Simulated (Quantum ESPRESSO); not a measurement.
# GaAlSiN2O2: a curve over one atom's position

Simulated, not a measurement. The program is pw.x of Quantum ESPRESSO 7.5 (plane-wave density functional theory). The cell is made up: 7 atoms on a rocksalt lattice with one site empty, with randomly drawn elements, strain and displacements, not relaxed. PseudoDojo standard norm-conserving files (v0.5 for PBE, v0.4.1 for LDA and PBEsol) set the functional; there is no spin polarisation, spin-orbit coupling or dispersion term, and the masses in the input are unused placeholders. A spin-polarised start on this cell or one of its family kept no moment.

Seven runs move atom 6 (O, counted in the order of the input) along z and keep all else fixed.

Input of the run at +0.0274:

```
&control calculation='scf', pseudo_dir='./dojo.nc.sr.pbe.v0_5.standard.upf', outdir='./o', disk_io='low', tprnfor=.true., tstress=.true. /
&system ibrav=0, nat=7, ntyp=5, nbnd=31, ecutwfc=84.00895049, nosym=.true., tot_charge=0,
 occupations='smearing', smearing='fd', degauss=0.0073498644
/
&electrons conv_thr=7.350e-09, electron_maxstep=60, /
ATOMIC_SPECIES
Al 1.0 Al.upf
Ga 1.0 Ga.upf
N 1.0 N.upf
O 1.0 O.upf
Si 1.0 Si.upf
CELL_PARAMETERS angstrom
3.8941 0.0 0.0
0.0 3.8941 0.0
0.0 0.0 3.8941
ATOMIC_POSITIONS angstrom
Ga -0.03 -0.0091 -0.0386
Al 1.9333 -0.0589 1.895
Si 1.8868 1.9896 -0.0132
N 1.9182 0.0523 -0.0299
N 2.0306 1.9603 2.0428
O 3.9031 -0.1103 1.9804
O 3.8941 1.9798 -0.0649
K_POINTS automatic
7 7 7 1 1 1
```

| shift of atom 6 along z (Å) | free energy less that of the input shown (eV) | Fx on atom 6 (eV/Å) | Fy on atom 6 (eV/Å) | Fz on atom 6 (eV/Å) | pressure (GPa) | iterations |
| --- | --- | --- | --- | --- | --- | --- |
| -0.1267 | -0.0244 | 0.129 | 1.001 | 1.331 | 16.79 | 11 |
| -0.0592 | -0.0692 | 0.128 | 1.018 | 0.017 | 16.23 | 11 |
| -0.0423 | -0.0668 | 0.129 | 1.019 | -0.300 | 16.22 | 11 |
| -0.0290 | -0.0611 | 0.131 | 1.020 | -0.549 | 16.25 | 11 |
| +0.0274 | 0.0000 | 0.138 | 1.017 | -1.632 | 16.72 | 11 |
| +0.0450 | 0.0319 | 0.142 | 1.014 | -1.993 | 16.98 | 11 |
| +0.1301 | 0.2835 | 0.169 | 0.980 | -4.015 | 19.12 | 11 |

A cubic fit gives dFz/dz = -19.18 eV/Å² at zero shift. Across the table the free energy follows the integral of the force to within 0.1 meV. A rerun of one of the cells at 1437 eV and a 9 x 9 x 9 mesh moved values by no more than 0.003 eV in energy, 0.09 GPa in stress and 0.007 eV/Å in force.